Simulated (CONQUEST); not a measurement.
A self-consistent single point of Ge2Mo (I4/mmm, 6 atoms in the cell; from Materials Project mp-10201, changed as shown).

```xyz
6
Lattice="3.2232 0.0000 0.0000 0.0000 3.2232 0.0000 0.0000 0.0000 7.9472" Properties=species:S:1:pos:R:3 pbc="T T T"
Ge     1.6116     1.6116     1.2848
Ge     0.0000     0.0000     2.6888
Ge     0.0000     0.0000     5.2584
Ge     1.6116     1.6116     6.6624
Mo     0.0000     0.0000     0.0000
Mo     1.6116     1.6116     3.9736
```

Method: LDA (PW92), numerical atomic orbitals double-zeta with polarisation (the shipped basis), PseudoDojo norm-conserving potentials made for LDA (CONQUEST).

CONQUEST settings:

| setting | value |
|---|---|
| basis | DZP |
| Diag.MPMeshX, Y, Z | 12 12 4 |
| potentials | PseudoDojo norm-conserving LDA |
| Grid.GridCutoff | 140 Ha |
| DM.SolutionMethod | diagon |
| Diag.kT | 0.003675 Ha |
| Diag.GammaCentred | true |
| minE.SCTolerance | 1.0e-06 |
| SC.MaxIters | 100 |
| SC.LinearMixingFactor | 0.3 |
| SC.KerkerPreCondition | true |
| SC.KerkerFactor | 0.1 1/bohr |
| AtomMove.TypeOfRun | static |

Estimate, at this level of theory: pressure and largest force (vector length).

The run gave:

| Property | Value |
|---|---|
| Pressure | 16.58 GPa |
| Largest force (vector length) | 0.302 eV/Å |

For comparison: a first run was changed to give this one (lattice scaled by 0.98), and from it to this one the free energy goes up by 51.1 meV/atom, the pressure goes from 2.86 to 16.58 GPa and the largest force goes from 0.112 to 0.302 eV/Å.

The program uses no crystal symmetry, so grid and mesh can part values that symmetry would make equal. The atom-centred basis is finite, which shifts total energies, pressures and forces against plane waves. The structure comes from a collection of computed structures, made at another level of theory; the collection holds predicted forms beside known ones. Its lattice was then scaled.

Cost on one core: roughly 10 core-minutes.
